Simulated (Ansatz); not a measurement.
# Elastic constants of TaGeO₃: input and output

Computed with Ansatz 0.2.0, DFT PBEsol, scalar-relativistic, plane waves, PAW.

It can be run as:
```bash
ansatz run input.yaml --threads 1 --pin off --backend cpu --events-out ev --progress --plain --runs-dir out  # memory cap (--max-ram) not shown
```

Input (bare energies are in eV):
```yaml
crystal:
  lattice:
    - [3.9774032547, 0.0, 0.0]
    - [0.0, 3.9774032547, 0.0]
    - [0.0, 0.0, 3.9774032547]
  atoms:
    - { symbol: Ta, position: [0.5, 0.5, 0.5] }
    - { symbol: Ge, position: [0.0, 0.0, 0.0] }
    - { symbol: O, position: [0.0, 0.5, 0.5] }
    - { symbol: O, position: [0.5, 0.0, 0.5] }
    - { symbol: O, position: [0.5, 0.5, 0.0] }
basis:
  ecutwfc: 420
kpoints:
  mp_grid: { grid: [10, 10, 10] }
hamiltonian:
  xc: pbesol
scf:
  occupations: { method: fermi_dirac, width: 0.15 }
output:
  forces: true
  stress: true
  eigenvalues: true
elastic:
  mode: clamped_ion
  amplitude: 0.005
  stencil: two_point
```

From the output:
```
--- Elastic constants: 2 strain directions × 2 members + reference (group order 48) ---
  dense FFT box of the reference and of every strained cell: 27×27×27
  strains applied: 11, 23; error gains: componentwise 1.00 (the most a stress slope's error grows in a printed constant), spectral 1.73 (1 for all six strains in a standard setting)
  C = ∂σ_k/∂η_j (tension-positive GPa; Voigt order 11 22 33 23 13 12):
       413.593    112.825    112.825     -0.000     -0.000     -0.000
       112.825    413.593    112.825     -0.000     -0.000     -0.000
       112.825    112.825    413.593     -0.000     -0.000     -0.000
        -0.000     -0.000      0.000      0.060     -0.000      0.000
        -0.000     -0.000      0.000     -0.000      0.060     -0.000
         0.000      0.000      0.000      0.000      0.000      0.060
  reference stress σ⁰ (GPa):     -0.005     -0.005     -0.005     -0.000      0.000     -0.000
  C* (energy form; C + prestress term) asymmetry max|C*_kj − C*_jk| = 4.263e-14 GPa — a small one proves nothing (zero by symmetry where the batch's group is 432, −43m or m−3m); a large one is finite-difference/SCF noise where every solve ...
  moduli (Voigt/Reuss/Hill, GPa): K = 213.08/213.08/213.08   G = 60.19/0.10/30.14   E = 86.36   ν = 0.432
  mechanically stable: yes (min eigenvalue of sym C = 0.06 GPa)
  strain η (Voigt 11):  stress-route row diagonal C_11 = 413.59 GPa, energy-path curvature d²(F+E_count+ΔE)/dδ²/Ω₀ = 413.69 GPa
         δ    σ_11 (GPa) F (eV) n_scf n_hpsi n_pw
    -5.000e-3      -2.1337      -15744.1674500      11   79359   1244
     5.000e-3       2.0023      -15744.1675526       9   70278   1261
  strain η (Voigt 23):  stress-route row diagonal C_44 = 0.06 GPa, energy-path curvature d²(F+E_count+ΔE)/dδ²/Ω₀ = 0.29 GPa
         δ    σ_23 (GPa) F (eV) n_scf n_hpsi n_pw
    -5.000e-3      -0.0003      -15744.1695291      10  111798   1253
     5.000e-3       0.0003      -15744.1695291       9  104781   1253
```

The cell was built by swapping an element in a database structure (itself possibly hypothetical) and relaxing; it need not be the stable form of this composition. In a metal, frequencies and elastic constants depend on the k mesh and the smearing, soft modes and shear constants most. Spin polarisation was left out, and a magnetic state may lie lower. Spin–orbit coupling is left out, which can shift energies with elements as heavy as these.

The least eigenvalue is 0.1 GPa; in a metal on this mesh the verdict on stability isn't firm within about 20 GPa or a tenth of the bulk modulus.

Every atom sits on an inversion centre, so no strain shifts the atoms against each other, and clamped-ion and relaxed constants are the same.

Symmetry holds off the tilts and polar distortions that many cubic perovskites undergo.